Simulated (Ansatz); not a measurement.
SiO2 (alpha-cristobalite type, space group P4_12_12)

```xyz
12
Lattice="5.0310 0.0000 0.0000 0.0000 5.0310 0.0000 0.0000 0.0000 7.0144" Properties=species:S:1:pos:R:3 pbc="T T T"
Si     1.4974     1.4974     3.5072
Si     4.0129     1.0181     1.7536
Si     1.0181     4.0129     5.2608
Si     3.5336     3.5336     0.0000
O      1.2062     0.5083     4.7551
O      3.7217     2.0072     0.5057
O      1.3093     3.0238     4.0130
O      3.8248     4.5227     1.2479
O      4.5227     3.8248     5.7666
O      2.0072     3.7217     6.5087
O      3.0238     1.3093     3.0015
O      0.5083     1.2062     2.2593
```

The slice is a (001) plane (indices of the conventional cell) through the point (0.260, 0.601, 0.572) (fractional), spanned by u = [100] and v = [010] in vectors of this cell: u (5.03 Å) and v (5.03 Å, at 90° to u). It covers one period; positions are fractions (u, v).

These are PBEsol (plane waves to 420 eV, PAW, scalar-relativistic; Ansatz, an electronic-structure program) values and carry that method's errors. k mesh 5×5×4. Near the nuclei the fields are pseudised (PAW); where an atom keeps semicore shells as valence, they peak there. SiO2 was relaxed with its symmetry unable to fall.

Three fields on this plane, each scaled to ten steps between its own extremes (0 low, 9 high; the total valence density on a logarithmic scale, the potential cut 8 eV below its top; x marks points blanked near nuclei; v = 0 in the bottom row):

Map A
```
|xxxx100122222222233221001xxx|
|xxxx001222222222333322100xxx|
|xxx10122222222223333321001xx|
|2100233333222222333333221001|
|0013455432222222333344433210|
|2xx6776432211222333445555543|
|xxxx98753211112223344567776x|
|xxxx99642111111223344567887x|
|xxxx98642111111223344566776x|
|xxxx77532110111223344455554x|
|1xx4654321111112233344443221|
|0013443221111122333333321100|
|0001333221111222333333210000|
|0001222222112223333332210000|
|0000122222222223333333210000|
|0000122222222233333333210000|
|0001122333223333334443321000|
|0011223333333333344444332100|
|1122233333333333344445443221|
|2222333333333333344455554332|
|2222333333333333344455555432|
|1112233333333333334455554321|
|0001122333333333334444443210|
|1100012223333333333444321001|
|xxx00012222222333333332100xx|
|xxxx000122222223333332100xxx|
|xxxx100122222222333321001xxx|
|xxxx200122222222233221002xxx|
```

Map B
```
|xxxx068899999999999998860xxx|
|xxxx157889999999999998863xxx|
|xxx01357889999999999887640xx|
|0000013578999999999887753000|
|0000001467899999999887641000|
|0xx0000257899999999876520000|
|xxxx00014689999999887641000x|
|xxxx00014678999999887640000x|
|xxxx00014578999999887641000x|
|xxxx00014678999999887642000x|
|0xx0000356789999999887530000|
|0000001467899999999887641000|
|0000014678999999999888753000|
|0000246788999999999988764200|
|0023467889999999999988875410|
|2345677899999999999888876543|
|4456778899999999999888776544|
|5567788899999999998887766555|
|5567788899999999998877665555|
|4566788899999999998877654444|
|4456788899999999998876554333|
|3456788999999999998876543322|
|2346788999999999998876653211|
|0025789999999999999887654200|
|xxx06899999999999998877540xx|
|xxxx479999999999999988752xxx|
|xxxx078999999999999988760xxx|
|xxxx068999999999999998760xxx|
```

Map C
```
|xxxx976543211000011235679xxx|
|xxxx876543221110011234678xxx|
|xxx98765433222110112345689xx|
|9998766544433221111234567899|
|9988766555444332111234556788|
|8xx7766655554432211233456778|
|xxxx66666665544322122345667x|
|xxxx66666666554322223345667x|
|xxxx66677766654332223445677x|
|xxxx77667766654332223456678x|
|9xx7776666665543222234567889|
|9988766666655443222234567899|
|9988766555554433222234567899|
|9987765555444332212234567899|
|9887655444433322111234567889|
|8877654433322211111234567788|
|7776544322221111011234456777|
|7665543221111000011223456677|
|6655433211000000011223445666|
|6555433210000000111223445566|
|6655433210000000111223445566|
|7665543211000001112233455667|
|8876654321000001112234456778|
|9988764321000001112234567889|
|xxx97654321000011123345789xx|
|xxxx876432100000112345678xxx|
|xxxx976532100000112345679xxx|
|xxxx976532110000012245679xxx|
```

Task: Assign the maps to these fields: density of the lowest conduction band (whole band as if filled, smooth part); valence electron density; electrostatic potential energy of an electron, from the cell's mean.

Result: A is the density of the lowest conduction band (whole band as if filled, smooth part); B is the electrostatic potential energy of an electron, from the cell's mean; C is the valence electron density.
